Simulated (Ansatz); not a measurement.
Formation energy of CsCl-type YTe

Computed with Ansatz (plane waves, PAW, 420 eV cutoff): PBEsol, scalar-relativistic, no spin polarisation, 8×8×8 k-mesh, Gaussian smearing of 0.05 eV. The datasets are Ansatz's generated set soft_2.

This is a trial structure; measured cells of the compound in the Crystallography Open Database are in space group Fm-3m (rock salt).

Symmetry: Pm-3m, No. 221, cubic system. The conventional cell has a = 3.726 Å, b = 3.726 Å, c = 3.726 Å, α = 90.00°, β = 90.00°, γ = 90.00°. Around Y (site symmetry m-3m) lie 8 Te at 3.23 Å. Te (site symmetry m-3m) has 8 Y at 3.23 Å as nearest neighbours. (Neighbours are counted to 15 % beyond the shortest distance.)

The elements were computed in their standard states with the same datasets, cutoff and functional. Total energies depend on the potentials used, so only differences within one code and one set of settings carry meaning.

Energy of the relaxed cell (2 atoms, smearing extrapolated to zero): -10699.113 eV. Elements, in eV/atom: Y -3795.074, Te -6901.513.

Q: What is the formation energy?

A: [-10699.113 − (1 × -3795.074 + 1 × -6901.513)] / 2 = -1.26 eV/atom, or -122 kJ per mole of atoms.

The value is for 0 K, without zero-point energy. A negative value shows stability against the elements alone, not against other compounds or structures.

The calculation's cell holds 27 valence electrons, an odd number. Without magnetic order each band takes two, so one stays part-filled and the crystal must be a metal. (Only strong correlation, outside this picture, could make a Mott insulator of it.) A formal count (Y³⁺, Te²⁻) leaves 1 electron a formula unit beyond the anions' closed shells. It goes into the bands above the anion p states, which fits the metal found.

Scalar-relativistic only: spin–orbit splittings of the heavy atoms' levels are missing. Spin polarisation wasn't tried.
